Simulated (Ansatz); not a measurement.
WC:
```
WC
1.0
    0.00000     2.33938     2.33938
    2.33938     0.00000     2.33938
    2.33938     2.33938     0.00000
W C
1 1
Direct
  0.00000   0.00000   0.00000
  0.25000   0.25000   0.25000
```

Relaxed with r²SCAN.

Q: Give the Bader charges and basin volumes of the independent atoms, the program Ansatz at the r²SCAN level (PAW).

A: 

| atom | Bader charge (e) | Bader volume (Å³) |
|---|---|---|
| W1 | +1.61 | 13.6 |
| C2 | -1.61 | 12.0 |

Space group F-43m (zinc blende). The start of the workflow was typed in or built on a structure type; neither database checked (COD, Materials Project) lists it. It is not the phase usual at ambient conditions (space group No. 187). Symmetry was held in the r²SCAN relaxation; its stability against distortions is not shown here. The run is not spin-polarised. Its formation energy is positive at this level, so the cell may be metastable or incomplete. Spin–orbit coupling is left out wherever it is not named.

Potentials: the earlier of the program's two PAW sets.
